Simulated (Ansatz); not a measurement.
Ba$_{3}$PbO (anti-perovskite)

```yaml
crystal:
  lattice:
    - [5.34528, 0.00000, 0.00000]
    - [0.00000, 5.34528, 0.00000]
    - [0.00000, 0.00000, 5.34528]
  atoms:
    - { symbol: Ba, position: [0.50000, 0.00000, 0.50000] }
    - { symbol: Ba, position: [0.00000, 0.50000, 0.50000] }
    - { symbol: Ba, position: [0.50000, 0.50000, 0.00000] }
    - { symbol: Pb, position: [0.00000, 0.00000, 0.00000] }
    - { symbol: O, position: [0.50000, 0.50000, 0.50000] }
```

The slice is a {110} plane (indices of the conventional cell) through the point (0.000, 0.500, 0.500) (fractional), spanned by u = [100] and v = [011] in vectors of this cell: u (5.35 Å) and v (7.56 Å, at 90° to u). It covers one period; positions are fractions (u, v).

Calculation: LDA (plane waves to 420 eV, PAW, scalar-relativistic; Ansatz, a quantum-chemistry and plane-wave program). k mesh 9×9×9. Inside the PAW spheres the values are not all-electron values, and peaks at nuclei hang on which shells count as valence. At this level the bands of Ba3PbO touch or barely overlap. Ba3PbO was relaxed with its symmetry unable to fall. Spin-orbit coupling is left out, though Pb is heavy.

Three fields on this plane, each scaled to ten steps between its own extremes (0 low, 9 high; the total valence density on a logarithmic scale, the potential cut 8 eV below its top; x marks points blanked near nuclei; v = 0 in the bottom row):

Map A
```
|xxxx812xxxxxxx218xxx|
|xxxx612xxxxxxx216xxx|
|xxx94015xxxxx51049xx|
|99851002456542001589|
|44210000111110000124|
|11111000000000001111|
|22333210000000123332|
|55565420000000245655|
|55666531000001356665|
|44456652100012566544|
|xxx456542101245654xx|
|xxxx4565321235654xxx|
|xxxx4566432346654xxx|
|xxxx4566533356654xxx|
|xxxx4566432346654xxx|
|xxxx4565321235654xxx|
|xxx456542101245654xx|
|44456652100012566544|
|55666531000001356665|
|55565420000000245655|
|22333210000000123332|
|11111000000000001111|
|44210000111110000124|
|99851002456542001589|
|xxx94015xxxxx51049xx|
|xxxx612xxxxxxx216xxx|
|xxxx812xxxxxxx218xxx|
|xxxx813xxxxxxx318xxx|
```

Map B
```
|xxxx966xxxxxxx669xxx|
|xxxx855xxxxxxx558xxx|
|xxx85335xxxxx53358xx|
|99853123566653213589|
|65431001233321001345|
|33210000111110000123|
|32211000000000001122|
|44322110000000112234|
|66543210000000123456|
|98764321000001234678|
|xxx864210000012468xx|
|xxxx7532000002357xxx|
|xxxx9632100012369xxx|
|xxxx9642100012469xxx|
|xxxx9632100012369xxx|
|xxxx7532000002357xxx|
|xxx864210000012468xx|
|98764321000001234678|
|66543210000000123456|
|44322110000000112234|
|32211000000000001122|
|33210000111110000123|
|65431001233321001345|
|99853123566653213589|
|xxx85335xxxxx53358xx|
|xxxx855xxxxxxx558xxx|
|xxxx966xxxxxxx669xxx|
|xxxx967xxxxxxx769xxx|
```

Map C
```
|xxxx016xxxxxxx610xxx|
|xxxx036xxxxxxx630xxx|
|xxx00478xxxxx87400xx|
|00003578888888753000|
|01245677777777765421|
|55667776655566777665|
|77888776555556778887|
|88888876655566788888|
|55688887665667888865|
|00257888776778887520|
|xxx058998888899850xx|
|xxxx1699998999961xxx|
|xxxx0589999999850xxx|
|xxxx0589999999850xxx|
|xxxx0589999999850xxx|
|xxxx1699998999961xxx|
|xxx058998888899850xx|
|00257888776778887520|
|55688887665667888865|
|88888876655566788888|
|77888776555556778887|
|55667776655566777665|
|01245677777777765421|
|00003578888888753000|
|xxx00478xxxxx87400xx|
|xxxx036xxxxxxx630xxx|
|xxxx016xxxxxxx610xxx|
|xxxx015xxxxxxx510xxx|
```

Problem. Assign the maps to these fields: electron localisation function (ELF); valence electron density; electrostatic potential energy of an electron, from the cell's mean.

Solution. A is the electron localisation function (ELF); B is the valence electron density; C is the electrostatic potential energy of an electron, from the cell's mean.
